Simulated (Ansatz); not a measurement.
MnGe2:
```
CELL_PARAMETERS angstrom
      3.30939     0.00000     0.00000
      0.00000     3.30939     0.00000
      0.00000     0.00000     8.02068
ATOMIC_POSITIONS crystal
  Mn 0.00000 0.00000 0.00000
  Ge 0.00000 0.00000 0.34078
  Ge 0.00000 0.00000 0.65922
  Mn 0.50000 0.50000 0.50000
  Ge 0.50000 0.50000 0.84078
  Ge 0.50000 0.50000 0.15922
```
Starting moments (μB, in the order of the atoms Mn Ge Ge Mn Ge Ge): 2.4 0.1 0.1 -2.4 -0.1 -0.1.

Relaxed with PBE. Special points in fractions of this cell's reciprocal vectors: Γ (0.000, 0.000, 0.000); X (0.000, 0.500, 0.000); M (0.500, 0.500, 0.000); Z (0.000, 0.000, 0.500); R (0.000, 0.500, 0.500); A (0.500, 0.500, 0.500).

List the band energies nearest the Fermi level at these points for PBE (plane waves, PAW; program Ansatz).

In eV from the Fermi level; about four levels below and three above (degenerate sets whole), none deeper than 8.9 eV; points with the same levels are listed once.

```tsv
k	below	above
Γ ↑	-0.51 -0.51 -0.42 -0.42	0.51 1.48 2.35
X ↑	-1.56 -1.56 -1.51 -1.13 -0.97	0.32 1.06 1.56
M ↑	-1.89 -1.89 -1.04 -0.34	0.66 1.47 1.47
Z ↑	-1.01 -1.01 -0.78 -0.78	0.51 0.67 0.67
R ↑	-1.63 -1.31 -1.03 -0.89	0.35 0.93 1.53
A ↑	-1.49 -1.49 -1.29 -1.04	0.56 1.16 1.71
```

Space group I4/mmm (MoSi2 or CaC2 type). The cell is a constructed one: a structure type filled with these elements; neither database checked (COD, Materials Project) lists it. Whether it is the stable phase at ambient conditions was not checked. The cell keeps a stress of up to 0.3 GPa. Symmetry was held in the PBE relaxation, as lowered by the spin order; whether a distortion lowers the energy is not shown. Magnetic state: antiferromagnetic, chosen from 4 collinear starts compared on coarse meshes (ties went to the first, and starts can fall back to one state), not a proven ground state. Point labels and valley counts follow the cell and symmetry of the run, lower than the named group. Scalar-relativistic: spin–orbit coupling is off unless named, which matters more the heavier the elements.

Potentials: the later of the program's two PAW sets.
